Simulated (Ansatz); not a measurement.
# La₄Rh₃ squeezed and stretched

A database entry relaxed whole under r2SCAN (I-43d):

```yaml
crystal:
  lattice:
    - [-4.49494, 4.49494, 4.49494]
    - [4.49494, -4.49494, 4.49494]
    - [4.49494, 4.49494, -4.49494]
  atoms:
    - { symbol: La, position: [0.10671, 0.10671, 0.10671] }
    - { symbol: La, position: [0.89329, 0.50000, 0.00000] }
    - { symbol: La, position: [0.50000, 0.00000, 0.39329] }
    - { symbol: La, position: [0.00000, 0.89329, 0.50000] }
    - { symbol: La, position: [0.39329, 0.50000, 0.00000] }
    - { symbol: La, position: [0.60671, 0.60671, 0.60671] }
    - { symbol: La, position: [0.00000, 0.39329, 0.50000] }
    - { symbol: La, position: [0.50000, 0.00000, 0.89329] }
    - { symbol: Rh, position: [0.25000, 0.62500, 0.37500] }
    - { symbol: Rh, position: [0.37500, 0.25000, 0.62500] }
    - { symbol: Rh, position: [0.75000, 0.87500, 0.12500] }
    - { symbol: Rh, position: [0.12500, 0.75000, 0.87500] }
    - { symbol: Rh, position: [0.62500, 0.37500, 0.25000] }
    - { symbol: Rh, position: [0.87500, 0.12500, 0.75000] }
```

The cell was scaled uniformly, its shape held, and the atoms relaxed at each volume with plane-wave PAW DFT (Ansatz 0.2.0; r2SCAN, 500 eV, 6×6×6 Γ-centred mesh, fermi-dirac occupations of width 0.100 eV; no spin, no spin-orbit coupling). One row is withheld.

| volume (Å³/atom) | energy over the lowest (meV/atom) | pressure (GPa) |
| --- | --- | --- |
| 24.391 | 20.0 | 4.33 |
| 24.910 | 8.6 | 2.74 |
| 25.429 | 2.1 | 1.28 |
| 25.948 | 0.0 | 0.00 |
| 26.467 | ? | ? |
| 26.986 | 7.4 | -2.19 |
| 27.505 | 16.0 | -3.16 |

Task: Fit the pressures of the other rows to the third-order Birch-Murnaghan form.

Result: With f = [(V₀/V)^(2/3) − 1]/2 and P = 3B₀f(1 + 2f)^(5/2)[1 + 3(B₀′ − 4)f/2], least squares gives V₀ = 25.95 Å³ an atom, B₀ = 61.2 GPa and B₀′ = 4.3; the rows miss the fit by 0.02 GPa. The slope of the energies differs from these pressures by less than 0.05 GPa.

Task: What does the withheld row hold?

Result: The fit gives -1.16 GPa at 26.467 Å³; the run gave -1.13 GPa and 1.9 meV an atom.

Caveats: the shape of the cell was held; 0 K, fixed nuclei; the symmetry was kept, and this need not be the phase that is stable at 0 K; one mesh for all volumes; every run is gapless at this level; pressure is positive in compression.
